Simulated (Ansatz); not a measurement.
Relaxed candidate structures of CuAu:

A. P4/mmm (No. 123), tP2; a = 2.8606 Å, b = 2.8606 Å, c = 3.5518 Å, α = 90.00°, β = 90.00°, γ = 90.00°; Cu 1d (0.500, 0.500, 0.500); Au 1a (0.000, 0.000, 0.000)

B. R-3m, hexagonal axes (No. 166), hR2; a = b = 2.858 Å, c = 12.597 Å, α = β = 90.00°, γ = 120.00°; Au 3a (0.000, 0.000, 0.000); Cu 3b (0.000, 0.000, 0.500)

C. I4₁/amd, origin choice 1 (No. 141), tI8; a = b = 3.8038 Å, c = 8.0961 Å, α = β = γ = 90.00°; Cu 4a (0.000, 0.000, 0.000); Au 4b (0.000, 0.000, 0.500)

Problem. Put the candidates in order of energy per atom, lowest first, for r2SCAN (plane waves to 500 eV, PAW, scalar-relativistic; Ansatz, an electronic-structure program).

Solution. A (reference, the lowest among the structures calculated here), C (+0.02 eV/atom), B (+0.08 eV/atom)

Each run could gain symmetry but not lose that of its start, so entries can be saddle points. From databases, or of a type measured for this composition: P4/mmm, tP2; the others are generated cells (placed on structure types, drawn at random, substituted or restacked) that were not matched to a known phase here. Static energies at zero pressure. No spin polarisation in the result.
